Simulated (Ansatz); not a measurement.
Does relaxation matter for the field gradients of SiC with Cd replacing C?

Start: a supercell of SiC (zinc blende type, F-43m) built from a structure deposited in the COD, with all atoms left at the host's positions.

```
Si Cd C
1.0
     0.00000    6.53700    6.53700
     6.53700    0.00000    6.53700
     6.53700    6.53700    0.00000
Si Cd C
27 1 26
Direct
  0.00000 0.00000 0.00000
  0.00000 0.00000 0.33333
  0.00000 0.00000 0.66667
  0.00000 0.33333 0.00000
  0.00000 0.33333 0.33333
  0.00000 0.33333 0.66667
  0.00000 0.66667 0.00000
  0.00000 0.66667 0.33333
  0.00000 0.66667 0.66667
  0.33333 0.00000 0.00000
  0.33333 0.00000 0.33333
  0.33333 0.00000 0.66667
  0.33333 0.33333 0.00000
  0.33333 0.33333 0.33333
  0.33333 0.33333 0.66667
  0.33333 0.66667 0.00000
  0.33333 0.66667 0.33333
  0.33333 0.66667 0.66667
  0.66667 0.00000 0.00000
  0.66667 0.00000 0.33333
  0.66667 0.00000 0.66667
  0.66667 0.33333 0.00000
  0.66667 0.33333 0.33333
  0.66667 0.33333 0.66667
  0.66667 0.66667 0.00000
  0.66667 0.66667 0.33333
  0.66667 0.66667 0.66667
  0.08333 0.08333 0.08333
  0.08333 0.08333 0.41667
  0.08333 0.08333 0.75000
  0.08333 0.41667 0.08333
  0.08333 0.41667 0.41667
  0.08333 0.41667 0.75000
  0.08333 0.75000 0.08333
  0.08333 0.75000 0.41667
  0.08333 0.75000 0.75000
  0.41667 0.08333 0.08333
  0.41667 0.08333 0.41667
  0.41667 0.08333 0.75000
  0.41667 0.41667 0.08333
  0.41667 0.41667 0.41667
  0.41667 0.41667 0.75000
  0.41667 0.75000 0.08333
  0.41667 0.75000 0.41667
  0.41667 0.75000 0.75000
  0.75000 0.08333 0.08333
  0.75000 0.08333 0.41667
  0.75000 0.08333 0.75000
  0.75000 0.41667 0.08333
  0.75000 0.41667 0.41667
  0.75000 0.41667 0.75000
  0.75000 0.75000 0.08333
  0.75000 0.75000 0.41667
  0.75000 0.75000 0.75000
```

Atoms are numbered from 1 in the order listed; like atoms form one site, named after its first atom.

Level of theory: DFT, PBE, plane waves and PAW, scalar-relativistic, 420 eV cutoff, Γ-centred 3×3×3 k-points, Fermi–Dirac smearing 0.01 eV, cell charge -2 (Ansatz 0.2.0).

The largest force at the start is 14 eV/Å. Relaxing the ions at fixed cell moves them by 0.426 Å at most (atom 2, Si) and 0.121 Å rms.

| site | atom | moved (Å) | first shell before | first shell after | V_zz before (10²¹ V/m²) | η before |
| --- | --- | --- | --- | --- | --- | --- |
| Si1 | 1 | 0.426 | 1 Cd at 1.89 Å, 3 C at 1.89 Å | 3 C at 1.85 Å, 1 Cd at 2.31 Å | -6.00 | 0.00 |
| Si3 | 3 | 0.010 | 4 C at 1.89 Å | 4 C at 1.86–1.89 Å | -0.60 | 0.92 |
| Si5 | 5 | 0.006 | 4 C at 1.89 Å | 4 C at 1.87–1.89 Å | 0.35 | 0.61 |
| Si18 | 18 | 0.003 | 4 C at 1.89 Å | 4 C at 1.87–1.89 Å | -0.13 | 0.00 |
| Cd | 28 | 0.000 | 4 Si at 1.89 Å | 4 Si at 2.31 Å | 0.00 | – |
| C29 | 29 | 0.070 | 4 Si at 1.89 Å | 4 Si at 1.85–1.87 Å | -0.51 | 0.43 |
| C32 | 32 | 0.001 | 4 Si at 1.89 Å | 4 Si at 1.88–1.89 Å | 0.12 | 0.00 |
| C36 | 36 | 0.014 | 4 Si at 1.89 Å | 4 Si at 1.87–1.89 Å | 0.11 | 0.00 |
| C42 | 42 | 0.001 | 4 Si at 1.89 Å | 4 Si at 1.89 Å | 0.028 | 0.37 |

Question: What are V_zz and η after the relaxation?

Answer: 

```json
{"site": "Si1", "atom": "1", "V_zz after": "-1.94", "η after": "0.00", "change of V_zz": "+4.06"}
{"site": "Si3", "atom": "3", "V_zz after": "-1.34", "η after": "0.58", "change of V_zz": "-0.74"}
{"site": "Si5", "atom": "5", "V_zz after": "0.13", "η after": "0.96", "change of V_zz": "–"}
{"site": "Si18", "atom": "18", "V_zz after": "-0.29", "η after": "0.00", "change of V_zz": "-0.16"}
{"site": "Cd", "atom": "28", "V_zz after": "0.00", "η after": "–", "change of V_zz": "0.00"}
{"site": "C29", "atom": "29", "V_zz after": "0.75", "η after": "0.90", "change of V_zz": "–"}
{"site": "C32", "atom": "32", "V_zz after": "0.13", "η after": "0.00", "change of V_zz": "+0.01"}
{"site": "C36", "atom": "36", "V_zz after": "-0.10", "η after": "0.00", "change of V_zz": "-0.21"}
{"site": "C42", "atom": "42", "V_zz after": "-0.067", "η after": "0.86", "change of V_zz": "-0.09"}
```

The largest change of V_zz along a kept axis is on Si1, from -6.00 to -1.94. In per cent, |V_zz| changes by -68 on Si (all sites that start above 2). On Si3 V_xx and V_yy change places (or their axes turn by over 50°), so the two values of η hide a larger change. V_zz changes sign on C36 (same axis), C42 (same axis). On C29, Si5 the largest principal value lies along another axis in the second run, so the two V_zz can't be compared directly. Other sites without a gradient aren't listed.

The run isn't spin-polarised, and a state with spin may lie lower. The defect repeats with the cell of 54 atoms, so it feels its images: sites between two images don't show the values beside a lone defect, and zeros or small values of η there can come from the images' arrangement. A uniform background compensates the cell's charge. The defect cell has no gap above 0.1 eV on its mesh, so the values can hang on the smearing and the k-mesh. Without spin–orbit coupling (the program notes it for Cd) the gradients can shift somewhat, as the gap is small.
Before: The cell keeps the host's lattice, where the PBE pressure is 14 GPa (in a charged cell this depends on the convention for the mean potential). The neighbours have not yet relaxed around the defect (largest force 14 eV/Å), so the values at and beside it are those of a strained start, not of the defect in a real crystal.
After: The relaxation keeps the site symmetry -43m of the start, so the impurity can't leave its site; a distortion that would localise the partly filled state isn't explored. The cell keeps the host's lattice, where the PBE pressure is 8 GPa (in a charged cell this depends on the convention for the mean potential).
